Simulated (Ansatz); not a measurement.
Input:

AlSiGeN:
```cif
data_Al3Ge3N3Si3
_chemical_formula_sum 'Al3 N3 Ge3 Si3'
_space_group_name_H-M_alt 'R3m :H'
_space_group_IT_number 160
_space_group_name_Hall 'R 3 -2"'
_cell_length_a 2.94272
_cell_length_b 2.94272
_cell_length_c 22.88347
_cell_angle_alpha 90.000
_cell_angle_beta 90.000
_cell_angle_gamma 120.000
loop_
_atom_site_label
_atom_site_type_symbol
_atom_site_symmetry_multiplicity
_atom_site_Wyckoff_symbol
_atom_site_fract_x
_atom_site_fract_y
_atom_site_fract_z
_atom_site_occupancy
Al1 Al 3 a 0.00000 0.00000 0.03350 1
N1 N 3 a 0.00000 0.00000 0.12008 1
Ge1 Ge 3 a 0.00000 0.00000 0.49355 1
Si1 Si 3 a 0.00000 0.00000 0.60289 1
```
(The calculation used a cell of 4 atoms; values per cell refer to that cell.)

This is the PBEsol-relaxed structure.

Question: All from PBEsol in the plane-wave PAW code Ansatz, unless another level is named. Estimate the electronic character.

Answer: metallic (no gap).

Question: Predict the density of states at the Fermi level.

Answer: 0.25 states/eV per atom (mean over ±0.08 eV).

Question: Give the formation energy from the elements (no fitted shifts).

Answer: 0.096 eV/atom.

The start of the workflow was typed in or built on a structure type; neither database checked (COD, Materials Project) lists it. Its standing as an ambient phase is unchecked. The PBEsol relaxation kept the symmetry of its start; whether a distortion lowers the energy is not shown. The references are the lowest solids computed at this level, not always the standard phases (solids in place of the gases). Spin–orbit coupling is left out wherever it is not named.

Potentials: the earlier of the program's two PAW sets. The files were generated under PBE; for other functionals the program regenerates the frozen cores, and for LDA and PBEsol the local potential too.
